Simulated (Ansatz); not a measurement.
Space group P6_3/mmc (No. 194). a = 3.868 Å, b = 3.868 Å, c = 8.877 Å, α = 90.00°, β = 90.00°, γ = 120.00°
```
atom  site  symmetry       x       y       z
  Na    2a      -3m.  0.0000  0.0000  0.5000
  Cu    2d      -6m2  0.6667  0.3333  0.2500
   P    2c      -6m2  0.6667  0.3333  0.7500
```

Equation of state of this NaCuP structure (not necessarily the ground state), with shape and atoms relaxed at each volume where symmetry leaves them free. It has no gap at any of these volumes. Computed with DFT PBE, scalar-relativistic, plane waves, PAW (Ansatz 0.2.0).

Plane waves to 420 eV, a k mesh through Γ of 12×12×4 on the computed 6-atom cell and Gaussian smearing (0.10 eV); no spin polarisation.

| V (Å³/atom) | E − E(largest V) (meV/atom) | P (GPa) |
| --- | --- | --- |
| 16.870 | 21.45 | 6.55 |
| 17.445 | 1.59 | 4.54 |
| 18.020 | -11.49 | 2.81 |
| 18.595 | -18.74 | 1.30 |
| 19.170 | -20.95 | 0.01 |
| 19.746 | -18.80 | -1.12 |
| 20.321 | -12.88 | -2.09 |
| 21.088 | 0.00 | -3.18 |

Question: Fit a third-order Birch–Murnaghan equation, E = E0 + (9V0B0/16)·[(x − 1)³B0' + (x − 1)²(6 − 4x)] with x = (V0/V)^(2/3), to E(V).

Answer: V0 = 19.16 Å³/atom, B0 = 40 GPa, B0' = 3.8.

The cell was found from a structure generator's guess, not taken from experiment.
